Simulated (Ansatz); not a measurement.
Relaxed-ion elastic tensor of MnF₂ (rutile, P4_2/mnm) in GPa (Voigt order), the program Ansatz at the PBE level (PAW); density 3.81 g/cm³, 13.49 Å³ per atom.

```tsv
	1	2	3	4	5	6
1	147	24.5	68.8	0.0	0.0	0.0
2	24.5	147	68.8	0.0	0.0	0.0
3	68.8	68.8	149	0.0	0.0	0.0
4	0.0	0.0	0.0	25.5	0.0	0.0
5	0.0	0.0	0.0	0.0	25.5	0.0
6	0.0	0.0	0.0	0.0	0.0	10.9
```

Question: Is the crystal mechanically stable?

Answer: Yes: the smallest eigenvalue of C is 10.9 GPa.

Question: Work out the Voigt, Reuss and Hill averages.

Answer: K_V = 85.3, K_R = 82.8, K_H = 84.1; G_V = 31.1, G_R = 22.9, G_H = 27.0 GPa.

Question: Give Young's modulus, Poisson's ratio, Pugh's ratio and the universal anisotropy index.

Answer: E = 9KG/(3K + G) = 73.2 GPa; ν = 0.35; K/G = 3.11 (ductile by the Pugh limit of 1.75); A_U = 5G_V/G_R + K_V/K_R − 6 = 1.83.

Question: Estimate the sound speeds and the Debye temperature.

Answer: v_l = √((K + 4G/3)/ρ) = 5610 m/s, v_t = √(G/ρ) = 2660 m/s, mean 2990 m/s; Θ = (h/k)(3n/4πV)^(1/3) v_m = 374 K.

The PBE relaxation kept the symmetry of its start, as lowered by the spin order; of distortions, only those at the zone centre were tested. Magnetic state: antiferromagnetic, chosen from 5 collinear starts compared on coarse meshes (ties went to the first, and starts can fall back to one state), not a proven ground state. No Hubbard U is applied.

Potentials: the later of the program's two PAW sets.
